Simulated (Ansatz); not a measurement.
## Lattice vibrations of BiB at Γ at 12.5 GPa

The calculation used DFT PBEsol, scalar-relativistic, plane waves, PAW in Ansatz. Settings: 420 eV plane-wave cutoff, Γ-centred 14×14×14 mesh, Fermi-Dirac smearing of 0.15 eV. No spin polarisation. Phonons by linear response, acoustic sum rule imposed.

The cell is fixed (symmetry leaves no force on the atoms) and stands under 12.5 GPa:
```yaml
crystal:
  lattice:
    - [3.18530, 0.00000, 0.00000]
    - [0.00000, 3.18530, 0.00000]
    - [0.00000, 0.00000, 3.18530]
  atoms:
    - { symbol: B, position: [0.00000, 0.00000, 0.00000] }
    - { symbol: Bi, position: [0.50000, 0.50000, 0.50000] }
```

The cell is the ideal cubic caesium chloride prototype; whether it is the stable structure of this composition wasn't checked. In a metal, frequencies and elastic constants depend on the k mesh and the smearing, soft modes and shear constants most. Spin–orbit coupling is left out, which can shift energies with elements as heavy as these.

Optical modes at Γ; i marks an imaginary frequency:
```json
{"frequency (cm⁻¹)": "170", "degeneracy": "3"}
```

All 3 optical modes at Γ are real: no displacement of atoms at fixed cell lowers the energy to second order. Strains and modes at other wave vectors aren't tested by this run.

Cost: 1 run of about 1.1 core-minutes, on Arm Neoverse N1 (shared hosts).